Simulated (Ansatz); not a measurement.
The elements of this relaxed trial crystal are hidden behind letters.

```
lattice vectors (Å)
   4.6233    0.0000    0.0000
  -2.3116    4.0039    0.0000
   0.0000    0.0000    8.5302
fractional positions
X 0.6667 0.3333 0.3936
X 0.3333 0.6667 0.6064
Z 0.6667 0.3333 0.7612
Z 0.3333 0.6667 0.2388
Z 0.0000 0.0000 0.0000
```

All numbers below come from Ansatz 0.2.0, DFT PBE, scalar-relativistic, plane waves, PAW. Plane waves to 420 eV, a 12×12×6 mesh through Γ for the 5-atom cell and 0.10 eV Gaussian smearing; no spin polarisation.

- Space group: P-3m1 (No. 164)
- Conventional cell: a = 4.623 Å, c = 8.530 Å
- Volume per atom: 31.58 Å³
- Density: 6.39 g/cm³
- Formation energy: 0.00 eV/atom
- Gap on the 12×12×6 mesh of the 5-atom cell: 0 eV (a metal)

Energies are uncorrected and count from the elements' standard states at the same level.

Q: X is a d-block element of period 5 and Z is a p-block element of period 5. Which elements are they?

A: X = Cd, Z = Te, so the formula is Cd2Te3. Density times volume gives a mean mass of 6.39 × 31.58/1.6605 = 121.5 u per atom, and this set has 121.5 u. Around Cd lie 4 Te at 2.98–3.14 Å and 3 Cd at 3.23 Å; around Te on a site of symmetry 3m lie 4 Cd at 2.98–3.14 Å and 3 Te at 3.36 Å; around Te on a site of symmetry -3m lie 6 Te at 3.36 Å. Other sets within the hints have nearly the same mass, so mass alone doesn't settle it; this one was computed.

These runs have no spin–orbit coupling, which can matter for Te. A structure relaxed within its symmetry needn't be a true minimum. Another cell of Cd2Te3 relaxed alike, in R-3c, lies 51 meV/atom lower, so this cell isn't the stable form at this level.
